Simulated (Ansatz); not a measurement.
Polymorphs of CdTe, each relaxed with r²SCAN in the plane-wave PAW code Ansatz:

A: zinc blende (F-43m), a = 6.559 Å, b = 6.559 Å, c = 6.559 Å, α = 90.00°, β = 90.00°, γ = 90.00°

B: P3_221, a = b = 4.5622 Å, c = 10.4694 Å, α = β = 90.00°, γ = 120.00°

C: rock salt (Fm-3m), a = b = c = 6.085 Å, α = β = γ = 90.00°

D: CsCl type (Pm-3m), a = 3.769 Å, b = 3.769 Å, c = 3.769 Å, α = 90.00°, β = 90.00°, γ = 90.00°

### Question
Order them by energy per atom at 0 K (lowest first) at the level r²SCAN.

### Answer
A (+0 meV/atom), B (+97 meV/atom), C (+168 meV/atom), D (+634 meV/atom)

### Question
Give each one's gap.

### Answer
A 1.16 eV; B 0.59 eV; C no gap; D no gap.

Typed or built starts, not in the databases checked: B; D. Not the usual ambient phase: B; C; D. Unstable at this level: D. All cells were relaxed under the symmetry of their starts (and spin orders); stability against distortions was not tested throughout. Spin–orbit coupling is left out wherever it is not named.

Energies hold the estimated change up to a 700 eV cutoff; steps of a few meV lie near the error of the meshes.

Potentials: the earlier of the program's two PAW sets.
